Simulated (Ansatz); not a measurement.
Ge:
```
Ge
1.0
   -5.24120     5.24120     5.24120
    5.24120    -5.24120     5.24120
    5.24120     5.24120    -5.24120
Ge
23
Direct
  0.00000   0.00000   0.00000
  0.27107   0.27107   0.27107
  0.00000   0.00000   0.72893
  0.00000   0.72893   0.00000
  0.72893   0.00000   0.00000
  0.50000   0.25000   0.75000
  0.50000   0.75000   0.25000
  0.75000   0.50000   0.25000
  0.25000   0.50000   0.75000
  0.25000   0.75000   0.50000
  0.75000   0.25000   0.50000
  0.44048   0.44048   0.16932
  0.27116   0.27116   0.83068
  0.72884   0.55952   0.00000
  0.55952   0.72884   0.00000
  0.16932   0.44048   0.44048
  0.83068   0.27116   0.27116
  0.00000   0.72884   0.55952
  0.00000   0.55952   0.72884
  0.44048   0.16932   0.44048
  0.27116   0.83068   0.27116
  0.55952   0.00000   0.72884
  0.72884   0.00000   0.55952
```

Relaxed with r²SCAN. Special points in fractions of this cell's reciprocal vectors: Γ (0.000, 0.000, 0.000); H (0.500, -0.500, 0.500); N (0.000, 0.000, 0.500); P (0.250, 0.250, 0.250).

List the band energies nearest the valence-band maximum at these points for DFT-r²SCAN with spin–orbit coupling in the program Ansatz with PAW potentials.

In eV from the valence-band maximum; about four levels below and three above (degenerate sets whole), none deeper than 8.9 eV; points with the same levels are listed once.

| k | below | above |
|---|---|---|
| Γ | -0.45 -0.45 -0.45 -0.45 -0.41 -0.41 | 1.58 1.58 1.99 1.99 |
| H | -0.19 -0.19 -0.19 -0.19 | 1.42 1.42 1.47 1.47 1.47 1.47 1.47 1.47 |
| N | -0.34 -0.34 0.00 0.00 | 1.93 1.93 2.01 2.01 |
| P | -0.01 -0.01 -0.01 -0.01 | 2.09 2.09 2.10 2.10 2.10 2.10 |

Space group I-43m. The start of the workflow was typed in or built on a structure type; neither database checked (COD, Materials Project) lists it. It is not the phase usual at ambient conditions (space group No. 227). Symmetry was held in the r²SCAN relaxation; whether a distortion lowers the energy is not shown.

Potentials: the later of the program's two PAW sets.
